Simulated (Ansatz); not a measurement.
MgSc$_{2}$S$_{4}$:
```xyz
14
Lattice="0.0000 5.2904 5.2904 5.2904 0.0000 5.2904 5.2904 5.2904 0.0000" Properties=species:S:1:pos:R:3 pbc="T T T"
Mg     0.0000     0.0000     0.0000
Mg     2.6452     2.6452     2.6452
Sc     6.6130     6.6130     6.6130
Sc     6.6130     3.9678     3.9678
Sc     3.9678     3.9678     6.6130
Sc     3.9678     6.6130     3.9678
S      4.0533     6.5274     6.5274
S      6.6985     6.6985     9.1726
S      6.5274     4.0533     6.5274
S      9.1726     9.1726     9.1726
S      4.0533     4.0533     4.0533
S      6.6985     9.1726     6.6985
S      6.5274     6.5274     4.0533
S      9.1726     6.6985     6.6985
```

Relaxed with PBEsol. Special points in fractions of this cell's reciprocal vectors: Γ (0.000, 0.000, 0.000); X (0.500, 0.000, 0.500); U (0.625, 0.250, 0.625); K (0.375, 0.375, 0.750); L (0.500, 0.500, 0.500); W (0.500, 0.250, 0.750).

Q: List the band energies nearest the valence-band maximum at these points for the program Ansatz at the PBEsol level (PAW).

A: In eV from the valence-band maximum; about four levels below and three above (degenerate sets whole), none deeper than 8.9 eV; points with the same levels are listed once.

```tsv
k	below	above
Γ	-0.92 -0.92 -0.92 0.00 0.00 0.00	1.46 1.62 1.62
X	-0.94 -0.94 -0.57 -0.57	2.09 2.09 3.01 3.01
U	-1.12 -0.89 -0.81 -0.50	2.26 2.37 2.82
L	-0.93 -0.93 -0.60 -0.30 -0.30	2.29 2.29 2.34
W	-0.93 -0.93 -0.75 -0.75	2.53 2.53 2.58 2.58
```

Space group Fd-3m (spinel). The workflow started from a Materials Project entry (that database holds measured and hypothetical structures alike); the Crystallography Open Database files this formula in space group No. 227, but the cells were not matched. Its standing as an ambient phase is unchecked. The PBEsol relaxation kept the symmetry of its start; its stability against distortions is not shown here. The run is not spin-polarised.

Potentials: the later of the program's two PAW sets.
